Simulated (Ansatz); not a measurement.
Polymorphs of Ga, each relaxed with plane-wave PAW r²SCAN (Ansatz code):

A: α-Ga (Cmce)
a = 4.472 Å, b = 7.595 Å, c = 4.525 Å, α = 90.00°, β = 90.00°, γ = 90.00°

| atom | site | symmetry | x | y | z |
|---|---|---|---|---|---|
| Ga | 8f | m.. | 0.0000 | 0.3440 | 0.4154 |

B: Cmcm
a = 7.6212 Å, b = 4.6152 Å, c = 4.5547 Å, α = 90.00°, β = 90.00°, γ = 90.00°

| atom | site | symmetry | x | y | z |
|---|---|---|---|---|---|
| Ga | 8g | ..m | 0.1629 | 0.1681 | 0.2500 |

Q: Order them by energy per atom at 0 K (lowest first) at the level r²SCAN.

A: A (+0 meV/atom), B (+13 meV/atom)

Not the usual ambient phase: B. All cells were relaxed under the symmetry of their starts (and spin orders); stability against distortions was not tested throughout. Spin–orbit coupling is left out wherever it is not named.

Energies hold the estimated change up to a 700 eV cutoff; steps of a few meV lie near the error of the meshes.

Potentials: the later of the program's two PAW sets.
